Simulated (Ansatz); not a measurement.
**Fields on a plane of Rh (fcc, Cu type)**

```
Rh
1.0
    0.00000     1.91513     1.91513
    1.91513     0.00000     1.91513
    1.91513     1.91513     0.00000
Rh
1
Direct
  0.00000   0.00000   0.00000
```

The slice is a {111} plane (indices of the conventional cell) through the point (0.000, 0.000, 0.000) (fractional), spanned by u = [100] and v = [-1 2 0] in vectors of this cell: u (2.71 Å) and v (4.69 Å, at 90° to u). It covers one period; positions are fractions (u, v).

Atoms on it: Rh at (0.00, 0.00); Rh at (0.50, 0.50).

Computed with PBE (plane waves to 420 eV, PAW, scalar-relativistic; Ansatz, an electronic-structure program). k mesh 21×21×21. Inside the PAW spheres the values are not all-electron values, and peaks at nuclei hang on which shells count as valence. Rh is run without spin polarisation. Rh was relaxed with its symmetry unable to fall. The PAW data are Ansatz's earlier set.

```
|xxxx996622001100226699xx|
|xx9988440000110000448899|
|776644110000110000114466|
|221100000011111100000011|
|000000110000000000110000|
|111100000011221100000011|
|110000114466776644110000|
|110000448899xx9988440000|
|1100226699xxxxxx99662200|
|11002277xxxxxxxxxx772200|
|1100226699xxxxxx99662200|
|110000448899xx9988440000|
|110000114466776644110000|
|111100000011221100000011|
|000000110000000000110000|
|221100000011111100000011|
|776644110000110000114466|
|xx9988440000110000448899|
|xxxx996622001100226699xx|
|xxxxxx77220011002277xxxx|
```
Scale: ten equal steps from 0.21 (start of '0') to 0.65 (end of '9'), in the order '0123456789'. Values: electron localisation function (ELF). The map has 12 points along u (two characters each, u = 0 at the left) and 20 along v (v = 0 in the bottom row). Points within 0.5 Å of a nucleus are blanked (x), as the pseudised field means little there.

```
|xxxxx=#=xxxx|
|xxxx *%* xxx|
|xxxx=%@%=xxx|
|xx =#@@@#= x|
|+**#**+**#**|
|@@#= xxx =#@|
|@%=xxxxxxx=%|
|%* xxxxxxx *|
|#=xxxxxxxxx=|
|#-xxxxxxxxx-|
|#=xxxxxxxxx=|
|%* xxxxxxx *|
|@%=xxxxxxx=%|
|@@#= xxx =#@|
|+**#**+**#**|
|xx =#@@@#= x|
|xxxx=%@%=xxx|
|xxxx *%* xxx|
|xxxxx=#=xxxx|
|xxxxx-#-xxxx|
```
Scale: ten equal steps from 5.00 (start of ' ') to 13.02 (end of '@'), in the order ' .:-=+*#%@'. Values: electrostatic potential energy of an electron, from the cell's mean, in eV. The map has 12 points along u (one character each, u = 0 at the left) and 20 along v (v = 0 in the bottom row). Points within 1 Å of a nucleus are blanked (x), as the pseudised field means little there. Values under 5 eV are set to 5. The zero, the cell's mean, hangs on the PAW cores.

| Quantity | Value |
|---|---|
| Density on the Rh–Rh line (2.71 Å) at its midpoint | 0.37 e/Å³ |
| ELF at that point | 0.27 |
